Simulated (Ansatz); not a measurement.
## Ansatz 0.2.0, relaxation: NaCrF$_{3}$

Input:

```yaml
crystal:
  lattice:
    - [4.32420494, 0.0, 0.0]
    - [0.0, 4.32420494, 0.0]
    - [0.0, 0.0, 4.32420494]
  symmetry: { detect: false, time_reversal: true }
  atoms:
    - { symbol: Cr, position: [0.0, 0.0, 0.0], spin: 4.0 }
    - { symbol: F, position: [0.5, 0.0, 0.0] }
    - { symbol: F, position: [0.0, 0.5, 0.0] }
    - { symbol: F, position: [0.0, 0.0, 0.5] }
    - { symbol: Na, position: [0.5, 0.5, 0.5] }
kpoints:
  mp_grid: { grid: [6, 6, 6], shift: [0, 0, 0] }
magnetization:
  spin_polarized: true
scf:
  occupations: { method: fermi_dirac, width: 0.0171 }
  lower_state_search: "off"
hamiltonian:
  pseudopotentials: { kind: paw }
  xc: lda
  hubbard:
    projectors: all-electron-ortho-atomic
    sites: [{ l: d, u_eff: 3.6, site: 0 }]
basis:
  ecutwfc: 420
  fft_grid_basis: typed
relax:
  max_steps: 60
  cell: { p_target: 0.0 }
  f_tol: 0.03
output:
  forces: true
  stress: true
  eigenvalues: true
  bader: true
  populations: true
  elf: true
  write_potential: true
  volumetric_format: npy
  dos:
    e_range: [-12, 8]
    de: 0.05
    projected: { site_lists: { Cr: [Cr], F: [F], Na: [Na] } }
checkpoint:
  read: saved_state
```

Launch command:

```bash
ansatz run input.yaml --threads 2 --pin off --max-ram 4096MiB --backend cpu --events-out ev --progress --plain --runs-dir out
```

Origin of the cell: a known structure type with other elements, at an estimated volume, so it need not be a known compound.

The saved state is a converged single point of the same cell, with its larger moments on Cr1 up.

The program first moved the atoms by about 0.01 Å at random, to leave a saddle point that the symmetry would hold.

Steps («new basis» is an SCF on plane waves selected anew at the same cell):

```
step  ΔF (meV/atom)  max force component (eV/Å)  P (GPa)  volume (Å³)  SCF iterations   step was
   1            0.0                       0.147   -10.20        80.86               6   accepted
   2         -111.1                       0.109    -4.98        71.74               8   accepted
   3         -147.4                       0.068     2.45        65.22              10   accepted
   4         -150.3                       0.096     0.25        67.54               7   accepted
   5         -151.7                       0.162    -0.59        68.20               7   accepted
   6         -160.5                       0.312    -0.72        68.61               8   accepted
   7         -172.4                       0.251    -1.73        69.98              10   accepted
   8         -175.0                       0.241    -1.10        69.76              12   accepted
   9         -157.6                       0.654     0.72        69.53              10   rejected
  10         -181.3                       0.111     0.16        68.32              18   accepted
  11         -182.6                       0.040     0.03        68.17              10   accepted
  12         -182.7                       0.022     0.00        68.27               6   accepted
  13         -182.7                       0.017    -0.03        68.23               9   accepted
  14         -182.8                       0.005     0.03        68.21               7   accepted
  15         -180.1                       0.004    -0.45        68.21               9  new basis
  16         -181.0                       0.040     0.57        67.47               9   accepted
  17         -180.8                       0.011     0.00        67.92               6   accepted
  18         -180.6                       0.012    -0.02        67.92               9  new basis
  19         -180.4                       0.013    -0.09        68.06               9   accepted
  20         -180.6                       0.007     0.00        67.95               9   accepted
  21         -180.6                       0.007     0.01        67.95               5  new basis
```

Step 1, with forces in eV/Å:

```xyz
5
Lattice="4.324 0.000 0.000 0.000 4.324 0.000 0.000 0.000 4.324" Properties=species:S:1:pos:R:3:forces:R:3 pbc="T T T" step=1
Cr    0.001   -0.010   -0.002    0.004    0.147    0.031
F     2.164    0.009    0.004   -0.007   -0.023   -0.012
F    -0.004    2.170    0.004   -0.002   -0.090    0.000
F     0.001    0.007    2.170   -0.002   -0.020   -0.019
Na    2.168    2.166    2.169    0.008   -0.014   -0.001
```

Step 2, with forces in eV/Å:

```xyz
5
Lattice="4.113 0.000 0.000 0.000 4.239 0.000 0.000 0.000 4.115" Properties=species:S:1:pos:R:3:forces:R:3 pbc="T T T" step=2
Cr    0.000   -0.004    0.000    0.008    0.109    0.044
F     2.057    0.010    0.004   -0.006   -0.008   -0.008
F    -0.005    2.126    0.006   -0.007   -0.078   -0.001
F     0.001    0.008    2.062   -0.004   -0.006   -0.032
Na    2.065    2.115    2.063    0.009   -0.016   -0.003
```

Step 3, with forces in eV/Å:

```xyz
5
Lattice="3.903 0.000 0.000 0.000 4.278 0.000 0.000 0.000 3.906" Properties=species:S:1:pos:R:3:forces:R:3 pbc="T T T" step=3
Cr    0.000    0.006    0.004    0.001   -0.034   -0.058
F     1.951    0.014    0.004    0.008    0.009   -0.004
F    -0.007    2.143    0.008   -0.015    0.029   -0.001
F     0.000    0.012    1.953   -0.005    0.010    0.068
Na    1.964    2.122    1.956    0.011   -0.015   -0.004
```

Step 4, with forces in eV/Å:

```xyz
5
Lattice="3.893 -0.005 -0.001 -0.005 4.454 0.001 -0.001 0.001 3.896" Properties=species:S:1:pos:R:3:forces:R:3 pbc="T T T" step=4
Cr   -0.002    0.018    0.004    0.015   -0.095   -0.022
F     1.944    0.038    0.004   -0.002    0.083    0.001
F    -0.031    2.249    0.012   -0.046   -0.028    0.009
F    -0.005    0.040    1.951   -0.012    0.083    0.023
Na    1.986    2.124    1.943    0.045   -0.042   -0.011
```

Step 5, with forces in eV/Å:

```xyz
5
Lattice="3.916 -0.007 -0.001 -0.007 4.447 0.001 -0.001 0.001 3.916" Properties=species:S:1:pos:R:3:forces:R:3 pbc="T T T" step=5
Cr   -0.009    0.027    0.006    0.049   -0.162    0.002
F     1.948    0.057    0.006   -0.005    0.109    0.008
F    -0.049    2.248    0.016   -0.088    0.010    0.020
F    -0.014    0.060    1.965   -0.032    0.110   -0.013
Na    2.037    2.068    1.943    0.076   -0.067   -0.017
```

Step 6, with forces in eV/Å:

```xyz
5
Lattice="3.933 -0.013 -0.002 -0.013 4.440 0.003 -0.002 0.003 3.929" Properties=species:S:1:pos:R:3:forces:R:3 pbc="T T T" step=6
Cr   -0.025    0.045    0.009    0.141   -0.312    0.009
F     1.941    0.113    0.010   -0.025    0.155    0.018
F    -0.119    2.254    0.031   -0.184    0.087    0.038
F    -0.035    0.121    1.977   -0.058    0.149   -0.043
Na    2.161    1.915    1.922    0.126   -0.078   -0.022
```

Step 7, with forces in eV/Å:

```xyz
5
Lattice="3.987 -0.073 -0.006 -0.073 4.447 0.001 -0.006 0.001 3.949" Properties=species:S:1:pos:R:3:forces:R:3 pbc="T T T" step=7
Cr   -0.024    0.044    0.003    0.203   -0.251    0.073
F     1.966    0.146    0.004   -0.134    0.024    0.004
F    -0.324    2.263    0.018   -0.152    0.181   -0.003
F    -0.027    0.161    1.984   -0.030    0.076   -0.084
Na    2.322    1.779    1.953    0.112   -0.030    0.010
```

Step 8, with forces in eV/Å:

```xyz
5
Lattice="4.012 -0.141 -0.008 -0.141 4.437 -0.002 -0.008 -0.002 3.923" Properties=species:S:1:pos:R:3:forces:R:3 pbc="T T T" step=8
Cr   -0.008    0.019   -0.003    0.091   -0.041    0.092
F     1.981    0.119   -0.005   -0.153   -0.181   -0.004
F    -0.537    2.278   -0.018    0.163    0.241    0.117
F     0.004    0.154    1.963   -0.055    0.067   -0.065
Na    2.428    1.741    1.994   -0.046   -0.085   -0.141
```

Step 10, with forces in eV/Å:

```xyz
5
Lattice="3.950 -0.106 0.003 -0.106 4.430 0.002 0.003 0.002 3.907" Properties=species:S:1:pos:R:3:forces:R:3 pbc="T T T" step=10
Cr    0.017    0.023    0.006   -0.111   -0.083   -0.013
F     1.966    0.038    0.003    0.056    0.065    0.006
F    -0.504    2.293    0.001    0.020    0.003    0.008
F     0.027    0.246    1.959    0.060    0.015    0.000
Na    2.346    1.745    1.963   -0.025    0.000   -0.002
```

Step 11, with forces in eV/Å:

```xyz
5
Lattice="3.966 -0.160 0.003 -0.160 4.414 0.000 0.003 0.000 3.899" Properties=species:S:1:pos:R:3:forces:R:3 pbc="T T T" step=11
Cr    0.007    0.019    0.003    0.040    0.013    0.000
F     1.971    0.032    0.002   -0.018   -0.015   -0.001
F    -0.539    2.303    0.007   -0.009   -0.014   -0.004
F     0.083    0.300    1.953   -0.004    0.000    0.001
Na    2.292    1.618    1.956   -0.008    0.017    0.003
```

Step 12, with forces in eV/Å:

```xyz
5
Lattice="3.960 -0.155 0.002 -0.155 4.433 0.000 0.002 0.000 3.894" Properties=species:S:1:pos:R:3:forces:R:3 pbc="T T T" step=12
Cr    0.009    0.018    0.003   -0.002   -0.021   -0.001
F     1.969    0.030    0.001    0.004    0.000    0.001
F    -0.536    2.309    0.006   -0.003    0.010   -0.003
F     0.076    0.299    1.950    0.008    0.003    0.001
Na    2.292    1.639    1.954   -0.007    0.009    0.002
```

Step 13, with forces in eV/Å:

```xyz
5
Lattice="3.955 -0.161 0.001 -0.161 4.436 -0.001 0.001 -0.001 3.895" Properties=species:S:1:pos:R:3:forces:R:3 pbc="T T T" step=13
Cr    0.009    0.014    0.003   -0.001    0.001    0.000
F     1.967    0.018    0.001    0.008   -0.003    0.001
F    -0.545    2.310    0.006    0.002    0.016   -0.002
F     0.085    0.316    1.950    0.000   -0.017    0.000
Na    2.284    1.635    1.953   -0.009    0.003    0.002
```

Step 15, with forces in eV/Å:

```xyz
5
Lattice="3.952 -0.164 0.001 -0.164 4.442 -0.001 0.001 -0.001 3.891" Properties=species:S:1:pos:R:3:forces:R:3 pbc="T T T" step=15
Cr    0.009    0.013    0.003    0.000    0.000    0.001
F     1.967    0.017    0.001    0.002    0.002    0.001
F    -0.546    2.318    0.004   -0.001   -0.004    0.001
F     0.084    0.312    1.949   -0.002    0.002   -0.002
Na    2.278    1.635    1.951    0.000    0.001   -0.002
```

Step 16, with forces in eV/Å:

```xyz
5
Lattice="3.923 -0.199 0.000 -0.199 4.457 -0.002 0.000 -0.002 3.867" Properties=species:S:1:pos:R:3:forces:R:3 pbc="T T T" step=16
Cr    0.007    0.009    0.003   -0.002   -0.022   -0.002
F     1.954   -0.013    0.002   -0.003   -0.029   -0.001
F    -0.571    2.329    0.004    0.012    0.040    0.002
F     0.097    0.348    1.936    0.000   -0.008    0.004
Na    2.240    1.600    1.938   -0.007    0.020   -0.003
```

Step 21, with forces in eV/Å:

```xyz
5
Lattice="3.929 -0.214 0.000 -0.214 4.475 -0.001 0.000 -0.001 3.875" Properties=species:S:1:pos:R:3:forces:R:3 pbc="T T T" step=21
Cr    0.004    0.007    0.003    0.000    0.007    0.000
F     1.954   -0.031    0.002    0.003   -0.004    0.000
F    -0.579    2.347    0.004    0.000   -0.003    0.000
F     0.093    0.350    1.941   -0.002    0.000    0.000
Na    2.247    1.604    1.942    0.000    0.000    0.000
```

```
Free energy lowered by                                  : 180.6 meV/atom
Volume change                                           : -15.96 %
Final pressure                                          : 0.01 GPa
Relaxation steps listed                                 : 21
Gap on the mesh                                         : 1.12 eV
Site moments at the end (small spheres, which read low) : Cr1 +3.0 μB
Total moment                                            : 4.00 μB
```

Caveats: the magnetic state was chosen at the start cell and may not be the lowest after relaxing; the program displaced the start to leave a saddle point.

Time: 14 min on 2 threads of Arm Neoverse V1, with other jobs on the host, peak memory 0.79 GiB, from a saved density.
